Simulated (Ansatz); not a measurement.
# ZrSc: enthalpy under pressure, worked through

Method: DFT PBEsol, scalar-relativistic, plane waves, PAW (Ansatz 0.2.0). Settings: 420 eV cutoff, 15×15×8 k-mesh, Gaussian smearing of 0.10 eV, no spin polarisation.

The relaxed crystal:

```
Zr Sc
1.0
     3.22400    0.00000    0.00000
    -1.61200    2.79207    0.00000
     0.00000    0.00000    5.07538
Zr Sc
1 1
Direct
  0.66667 0.33333 0.00000
  0.00000 0.00000 0.50000
```

Cell and atoms were relaxed at each target pressure within the start's symmetry (P-6m2), at zero temperature; other phases can be more stable under pressure. H = E + PV with P the target; E is the free energy at the smearing used, whose derivative the pressure is, per atom and counted from zero pressure. The mesh named is that at zero pressure; some other pressures ran on another.

| P (GPa) | V (Å³/atom) | E − E0 (meV) | H − H0 (meV) |
| --- | --- | --- | --- |
| 0 | 22.843 | 0.0 | 0.0 |
| 1 | 22.556 | 0.9 | 141.7 |
| 4 | 21.779 | 12.9 | 556.6 |
| 12 | 20.116 | 94.1 | 1600.7 |
| 25 | 18.130 | 319.1 | 3148.0 |
| 50 | 15.683 | 875.2 | 5769.6 |
| 90 | 13.369 | 1860.6 | 9370.2 |

Task: Thermodynamics gives dH/dP = V along a relaxed path. Integrate V over P by the trapezoid rule and compare with the computed enthalpies.

Result: With 1 eV/Å³ = 160.22 GPa, each step adds the mean volume times ΔP / 160.22:
```csv
P (GPa),∫V dP (meV),H − H0 (meV),difference (meV)
1,141.7,141.7,0.0
4,556.8,556.6,0.2
12,1602.7,1600.7,2.0
25,3154.3,3148.0,6.3
50,5792.3,5769.6,22.8
90,9418.9,9370.2,48.7
```

V(P) curves upward, so the trapezoid rule runs high; integrating a smooth curve through the same points puts that excess at about 49.1 meV at 90 GPa, against the 48.7 meV found.

Task: At 90 GPa, how much of the enthalpy change is stored energy and how much is the PV term?

Result: E rises by 1861 meV/atom and PV is 90 × 13.369 / 160.22 = 7510 meV/atom, so PV makes 80 % of ΔH. So between rival structures at high pressure a small difference in volume can outweigh the difference in energy: 1 % of this volume is worth 75.1 meV/atom at this pressure.

Task: What bulk modulus do the lowest pressures give?

Result: From the pressures that the runs reached, -1.00 GPa (23.143 Å³) and 1.00 GPa (22.556 Å³), B = −ΔP/Δln V = 2.00 / 0.0257 = 78 GPa, a mean over that range.